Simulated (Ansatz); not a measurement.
The slice is one period of a (0001) plane through atoms; its size isn't given.

All values below come from r2SCAN (plane waves to 500 eV, PAW, scalar-relativistic; Ansatz, a quantum-chemistry and plane-wave program). Inside the PAW spheres the values are not all-electron values, and peaks at nuclei hang on which shells count as valence.

```
|9974200000002479|
|8753100000001357|
|5431000000000134|
|2210000000000012|
|0000000000000000|
|0000000000000000|
|0000000000000000|
|0000000000000000|
|0000000000000000|
|0000001222100000|
|0000013454310000|
|0000135787531000|
|0000247999742000|
|0000248999842000|
|0000247999742000|
|0000135787531000|
|0000013454310000|
|0000001222100000|
|0000000000000000|
|0000000000000000|
|0000000000000000|
|0000000000000000|
|0000000000000000|
|2210000000000012|
|5431000000000134|
|8753100000001357|
|9974200000002479|
|9984200000002489|
```
Scale: ten equal steps from -1.54 (start of '0') to 1.32 (end of '9'), in the order '0123456789'. Values: log₁₀ of the valence density in e/Å³. The map has 16 points along u (one character each, u = 0 at the left) and 28 along v (v = 0 in the bottom row). The scale is logarithmic, as a density can span decades between atoms and voids.

```
|xxxx@@##    ..++##++..    ##@@xx|
|xx@@@@==    ::**%%**::    ==@@@@|
|%%##==      --##%%##--      ==##|
|....      ::**%%@@%%**::      ..|
|        ::++%%@@@@@@%%++::      |
|    ..--**##%%%%%%%%%%##**--..  |
|==++**######**++++++**######**++|
|%%%%####++--....  ....--++####%%|
|%%%%##++::              ::++##%%|
|%%%%**::      ......      ::**%%|
|%%##--      ==##%%##==      --##|
|##**..    ==@@@@xx@@@@==    ..**|
|##++..    ##@@xxxxxx@@##    ..++|
|##++    ..%%xxxxxxxxxx%%..    ++|
|##++..    ##@@xxxxxx@@##    ..++|
|%%**::    ==@@@@xx@@@@==    ::**|
|%%##--      ==##%%##==      --##|
|@@%%**::      ......      ::**%%|
|@@@@%%++::              ::++%%@@|
|%%%%%%##**--..      ..--**##%%%%|
|++++**######**++==++**######**++|
|  ....--++####%%%%%%####++--....|
|        ::++##%%%%%%##++::      |
|....      ::**%%%%%%**::      ..|
|%%##==      --##%%##--      ==##|
|xx@@@@==    ..**##**..    ==@@@@|
|xxxx@@##    ..++##++..    ##@@xx|
|xxxxxx%%..    ++##++    ..%%xxxx|
```
Scale: ten equal steps from 0.02 (start of ' ') to 0.62 (end of '@'), in the order ' .:-=+*#%@'. Values: electron localisation function (ELF). The map has 16 points along u (two characters each, u = 0 at the left) and 28 along v (v = 0 in the bottom row). Points within 0.5 Å of a nucleus are blanked (x), as the pseudised field means little there.

**Question.** Which relaxed crystal do these maps come from?
A) Ru (hcp, Mg type)
B) Na (hcp, Mg type)
C) Re (hcp, Mg type)
D) Cd (hcp, Mg type)

**Answer.** B, Na (hcp, Mg type). Atoms on the slice: Na at (0.00, 0.00); Na at (0.50, 0.50)

All were relaxed with their symmetry unable to fall. Re is run without spin polarisation. Ru is run without spin polarisation. Spin-orbit coupling is left out. This is one of several known forms of Na; the measured ambient cells at hand have space group No. 229.
